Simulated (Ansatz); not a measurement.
An Ansatz (an electronic-structure program) input:

Ansatz 0.2 input:
```yaml
crystal:
  lattice:
    - [3.7942405427, 0.0, 0.0]
    - [-1.8971202713, 3.285908698, 0.0]
    - [0.0, 0.0, 3.8513205328]
  atoms:
    - { symbol: Y, position: [0.0, 0.0, 0.0] }
    - { symbol: H, position: [0.3333333333, 0.6666666667, 0.0] }
    - { symbol: Se, position: [0.6666666667, 0.3333333333, 0.5] }
kpoints:
  mp_grid: { grid: [6, 6, 5] }
hamiltonian:
  xc: hse06
  pseudopotentials: { kind: paw }
scf:
  n_extra_bands: 6
  occupations: { method: fixed }
output:
  eigenvalues: true
  eigenstates:
    e_range: [-9.0, 10.0]
    kpoints:
      - [0.0, 0.0, 0.5]  # VBM
      - [0.0, 0.0, 0.0]  # CBM
      - [0.0, 0.0, 0.0]  # GAMMA
      - [0.0, 0.0, 0.5]  # A
      - [0.3333333333, 0.3333333333, 0.0]  # K
      - [0.3333333333, 0.3333333333, 0.5]  # H
      - [0.5, 0.0, 0.0]  # M
      - [0.5, 0.0, 0.5]  # L
```

Problem. How many symmetry operations and irreducible k-points will the run report?

Solution. 12 operations, 21 of 180 k-points.

Problem. With a cutoff of 420 eV, how many plane waves at Γ?

Solution. 913.

It took roughly 2.7 core-minutes on shared server cores.

The points marked VBM and CBM come from a semilocal run.

Space group P-6m2. The workflow started from a Materials Project entry (that database holds measured and hypothetical structures alike); the Crystallography Open Database copy checked does not list it. Whether it is the stable phase at ambient conditions was not checked. The PBEsol relaxation kept the symmetry of its start; its stability against distortions is not shown here. The run is not spin-polarised.

Potentials: the later of the program's two PAW sets.

Ansatz is a plane-wave DFT program.
